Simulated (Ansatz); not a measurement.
Ni:
```
Ni
1.0
    0.00000     1.71218     1.71218
    1.71218     0.00000     1.71218
    1.71218     1.71218     0.00000
Ni
1
Direct
  0.00000   0.00000   0.00000
```
Starting moments (μB, in the order of the atoms Ni): 0.6.

Relaxed with LDA. Special points in fractions of this cell's reciprocal vectors: Γ (0.000, 0.000, 0.000); X (0.500, 0.000, 0.500); U (0.625, 0.250, 0.625); K (0.375, 0.375, 0.750); L (0.500, 0.500, 0.500); W (0.500, 0.250, 0.750).

Q: List the band energies nearest the Fermi level at these points for plane-wave PAW LDA (Ansatz code).

A: In eV from the Fermi level; about four levels below and three above (degenerate sets whole), none deeper than 8.9 eV; … stands for higher levels left out; points with the same levels are listed once.

```tsv
k	below	above
Γ ↑	-2.63 -2.63 -2.63	…
X ↑	-4.65 -0.50 -0.36 -0.36	…
U ↑	-4.12 -2.28 -1.14 -0.65	…
L ↑	-2.64 -2.64 -0.53 -0.53	…
W ↑	-3.37 -3.37 -1.40 -0.35	…
Γ ↓	-1.97 -1.97 -1.97	…
X ↓	-4.83 -4.11	0.14 0.40 0.40
U ↓	-4.00 -3.63 -1.74 -0.54	0.09 …
L ↓	-4.95 -2.05 -2.05 -0.48	…
W ↓	-3.80 -2.83 -2.83 -0.82	0.40 …
```

Space group Fm-3m (fcc (Cu type)). The cell was relaxed with LDA under the symmetry of its start. The final state is ferromagnetic, chosen from 3 collinear starts compared on coarse meshes (ties went to the first, and starts can fall back to one state), not a proven ground state. Textbook magnetic order: ferromagnetic.

Potentials: the earlier of the program's two PAW sets.
